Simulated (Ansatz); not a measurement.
# Ansatz run, Cs$_{2}$NaYBr$_{6}$

input.yaml (Ansatz 0.2.0)

```yaml
crystal:
  lattice:
    - [0.0, 5.73307582, 5.73307582]
    - [5.73307582, 0.0, 5.73307582]
    - [5.73307582, 5.73307582, 0.0]
  atoms:
    - { symbol: Na, position: [0.5, 0.5, 0.5] }
    - { symbol: Br, position: [0.7554, 0.2446, 0.2446] }
    - { symbol: Br, position: [0.2446, 0.7554, 0.2446] }
    - { symbol: Br, position: [0.2446, 0.7554, 0.7554] }
    - { symbol: Br, position: [0.7554, 0.2446, 0.7554] }
    - { symbol: Br, position: [0.2446, 0.2446, 0.7554] }
    - { symbol: Br, position: [0.7554, 0.7554, 0.2446] }
    - { symbol: "Y", position: [0.0, 0.0, 0.0] }
    - { symbol: Cs, position: [0.25, 0.25, 0.25] }
    - { symbol: Cs, position: [0.75, 0.75, 0.75] }
  symmetry: { tolerance: 0.0003 }
kpoints:
  mp_grid: { grid: [4, 4, 4], shift: [0, 0, 0] }
  band_path:
    path:
      - [0.0, 0.0, 0.0]
      - [0.5, 0.0, 0.5]
      - [0.625, 0.25, 0.625]
      - [0.375, 0.375, 0.75]
      - [0.0, 0.0, 0.0]
      - [0.5, 0.5, 0.5]
      - [0.5, 0.25, 0.75]
      - [0.5, 0.0, 0.5]
    npoints: 10
magnetization:
  spin_polarized: false
scf:
  occupations: { method: fermi_dirac, width: 0.0154 }
  lower_state_search: "off"
  max_iter: 200
hamiltonian:
  pseudopotentials: { kind: paw }
  xc: r2scan
basis:
  ecutwfc: 500
  fft_grid_basis: typed
output:
  forces: true
  stress: true
  eigenvalues: true
  bader: true
  populations: true
  elf: true
  write_potential: true
  volumetric_format: npy
  dos:
    e_range: [-12, 8]
    de: 0.05
    projected: { site_lists: { Br: [Br], Cs: [Cs], Na: [Na], "Y": ["Y"] } }
checkpoint:
  read: saved_state
```

Launched with:

```sh
ansatz run input.yaml --threads 1 --pin off --max-ram 2560MiB --backend cpu --events-out ev --progress --plain --runs-dir out
```

The run starts from an earlier solution of this cell. 

Parts of the output:

```
SCF iter   1: F=-33498.4262 eV  Δρ=2.91e-4  dr2=1.35e-4  dr2_τ=1.48e-4
SCF iter   2: F=-33498.4263 eV  Δρ=1.51e-4  dr2=2.74e-5  dr2_τ=5.02e-5
SCF iter   3: F=-33498.4260 eV  Δρ=3.91e-5  dr2=4.54e-6  dr2_τ=2.69e-6
SCF iter   4: F=-33498.4260 eV  Δρ=7.94e-6  dr2=1.74e-7  dr2_τ=1.05e-7
SCF iter   5: F=-33498.4260 eV  Δρ=1.45e-6  dr2=5.76e-9  dr2_τ=1.60e-9
Free energy (F): -33498.4260 eV
Harris-Foulkes:  -33498.4260 eV  (|F-HF|=7.31e-9)
Internal energy: -33498.4260 eV  (E = F + TS)
E sigma→0 (E₀):  -33498.4260 eV
Fermi energy:    3.9563 eV
--- Forces (eV/Å), atoms counted from 1 ---
  atom   1  Na     0.0000     0.0000     0.0000
  atom   2  Br    -0.0883     0.0000     0.0000
  atom   3  Br     0.0000    -0.0883     0.0000
  atom   4  Br     0.0883     0.0000     0.0000
  atom   5  Br     0.0000     0.0883     0.0000
  atom   6  Br     0.0000     0.0000    -0.0883
  atom   7  Br     0.0000     0.0000     0.0883
  atom   8  Y      0.0000     0.0000     0.0000
  atom   9  Cs     0.0000     0.0000     0.0000
  atom  10  Cs     0.0000     0.0000     0.0000
--- Stress (GPa, compression-positive) ---
       -0.6704       0.0000       0.0000
        0.0000      -0.6704       0.0000
        0.0000       0.0000      -0.6704
  P = ⅓ Tr σ = -0.6704 GPa (-6.704 kbar)
--- Löwdin populations: 10 sites ---
  site symbol       q [e]
     0     Na      8.3493
     1     Br      7.4610
     2     Br      7.4610
     3     Br      7.4610
     4     Br      7.4610
     5     Br      7.4610
     6     Br      7.4610
     7      Y     10.1993
     8     Cs      8.2407
     9     Cs      8.2407
  spilling = 0.0025 (of n_electrons = 80.0000)
```

Total energies depend on the potentials used, so only differences within one code and one set of settings carry meaning.

Origin: a database entry at a rescaled volume.

It took 2.1 min on 1 thread of Intel(R) Xeon(R) Platinum 8375C CPU @ 2.90GHz (Ice Lake), with other jobs on the host, peak memory 1.7 GiB, starting from a saved density.
